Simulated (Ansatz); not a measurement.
**ZrPbO3 (Pm-3m), comparing deformations**

All numbers below come from DFT PBEsol, scalar-relativistic, plane waves, PAW (Ansatz). Cutoff 420 eV, Γ-centred 8×8×8 k-points, Gaussian smearing of 0.05 eV. Spin–orbit coupling is left out, which can shift energies with elements as heavy as these. No spin polarisation. Energies are free energies at this smearing, counted from the undisturbed cell; pressure is positive in compression.

The starting cell (relaxed at this level; it needn't be the usual structure):

```
Zr Pb O
1.0
     4.14129    0.00000    0.00000
     0.00000    4.14129    0.00000
     0.00000    0.00000    4.14129
Zr Pb O
1 1 3
Direct
  0.00000 0.00000 0.00000
  0.50000 0.50000 0.50000
  0.50000 0.00000 0.00000
  0.00000 0.00000 0.50000
  0.00000 0.50000 0.00000
```

The cell is strained by ε times a Voigt pattern (xx, yy, zz, yz, xz, xy; engineering shear) with fractional coordinates fixed. τ = (1/V0) dE/dε comes from the stress tensor. Of each scan, only the three points used here are listed.

| pattern | ε | τ (GPa) |
| --- | --- | --- |
| (0, 0, 0, 1, 0, 0) | -0.0050 | -0.32 |
| (0, 0, 0, 1, 0, 0) | 0.0000 | 0.00 |
| (0, 0, 0, 1, 0, 0) | 0.0050 | 0.32 |
| (1, -1, 0, 0, 0, 0) | -0.0075 | -3.50 |
| (1, -1, 0, 0, 0, 0) | 0.0000 | 0.00 |
| (1, -1, 0, 0, 0, 0) | 0.0075 | 3.50 |
| (1, 1, 0, 0, 0, 0) | -0.0150 | -13.49 |
| (1, 1, 0, 0, 0, 0) | 0.0000 | 0.01 |
| (1, 1, 0, 0, 0, 0) | 0.0150 | 11.59 |
| (0, 0, 1, 0, 0, 0) | -0.0150 | -5.29 |
| (0, 0, 1, 0, 0, 0) | 0.0000 | 0.01 |
| (0, 0, 1, 0, 0, 0) | 0.0150 | 4.50 |

Problem. Which constants do the scans give, and which deformation costs least for the same size of strain tensor?

Solution. The slope dτ/dε at zero (parabola through three points) is pᵀCp: (0, 0, 0, 1, 0, 0) gives C44 = 65 GPa; (1, -1, 0, 0, 0, 0) gives 2(C11 − C12) = 467 GPa; (1, 1, 0, 0, 0, 0) gives 2(C11 + C12) = 836 GPa; (0, 0, 1, 0, 0, 0) gives C11 = 326 GPa. The size of the strain tensor, ε:ε, is ε² times 0.5, 2.0, 2.0, 1.0. Per unit of it the stiffnesses are 129, 233, 418, 326 GPa, so (0, 0, 0, 1, 0, 0) is the softest of these: at ε:ε = (1 %)² the quadratic term costs 0.57 meV/atom against 1.85 for the stiffest.

Problem. What else follows for this cubic crystal?

Solution. From the unrounded slopes C11 = 326.1 and C12 = 92.0 GPa, so B = (C11 + 2 C12)/3 = 170 GPa and the Poisson ratio for a pull along a cube edge is C12/(C11 + C12) = 0.22. Symmetry also asks 2(C11 − C12) = 468 GPa, against 467 from its own scan.

Problem. How anisotropic is this cubic crystal?

Solution. Zener's ratio 2 C44/(C11 − C12) = 0.55; it is 1 for an isotropic solid.

Symmetry holds off the tilts and polar distortions that many cubic perovskites undergo.